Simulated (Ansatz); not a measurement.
This guess for Sc3Cu is about to be relaxed.

```
Sc Cu
1.0
     3.79787    0.00000    0.00000
    -1.89893    3.28905    0.00000
     0.00000    0.00000    5.57056
Sc Cu
3 1
Direct
  0.66667 0.33333 0.20576
  0.66667 0.33333 0.79424
  0.33333 0.66667 0.50000
  0.00000 0.00000 0.00000
```

The calculation used DFT PBE, scalar-relativistic, plane waves, PAW in Ansatz. Cutoff 420 eV, Gaussian smearing, Γ-centred meshes. Cell and atoms relax first on a coarse mesh and then on a finer one. In between, the cell is made exact in the group found at 0.06 Å. In metals the finer mesh still leaves noise of several meV/atom or more. The steps can't lower the symmetry of their start. No spin polarisation in the relaxation; trial moments died out in a coarse test.

A guess keeps its type if space group and coordination stay and the shape of the cell changes little (axis ratios within about 15 %, angles within 6°); the volume may change.

Question: Will the relaxed cell still be of the starting type?

Answer: It doesn't keep its type. The symmetry stays P-6m2 (No. 187). The volume per atom grows by 26.0 %, from 17.4 to 21.9 Å³. The shortest distance goes from 2.29 Å (Sc–Sc) to 2.74 Å (Sc–Cu). The ratio c/a of the conventional cell changes by a factor of 1.87. Counting neighbours within 15 % of an atom's shortest distance, the start has Cu 6, Sc 4/6 and the end Cu 6, Sc 3/12. In detail, at the end Sc on a site of symmetry 3m has 3 Cu at 2.74 Å and 9 Sc at 3.25–3.33 Å; Sc on a site of symmetry -6m2 is surrounded by 12 Sc at 3.25–3.33 Å; Cu has 6 Sc at 2.74 Å and 6 Cu at 3.33 Å.

```cif
data_structure
_symmetry_space_group_name_H-M 'P 1'
_symmetry_Int_Tables_number 1
_cell_length_a 3.3314
_cell_length_b 3.3314
_cell_length_c 9.1247
_cell_angle_alpha 90.000
_cell_angle_beta 90.000
_cell_angle_gamma 120.000
_cell_volume 87.70
loop_
_atom_site_label
_atom_site_type_symbol
_atom_site_fract_x
_atom_site_fract_y
_atom_site_fract_z
_atom_site_occupancy
Sc1 Sc 0.66667 0.33333 0.21337 1
Sc2 Sc 0.66667 0.33333 0.78663 1
Sc3 Sc 0.33333 0.66667 0.50000 1
Cu1 Cu 0.00000 0.00000 0.00000 1
```

The zero of energy is the elements' standard structures at the same level; no fitted shifts are applied.

Question: At what energy does it end?

Answer: +0.01 eV/atom. The formation energy is too near zero to say whether this cell lies below the elements.

The last run used an 18×18×6 mesh (in the run's order of axes) for its 4-atom cell and Gaussian smearing of 0.10 eV. The k mesh leaves some 4 meV/atom of noise in the energy of each metallic cell. Symmetry constrained the relaxation, so the result can be a saddle point.

In counts of neighbours, a slash parts the counts of unlike sites.
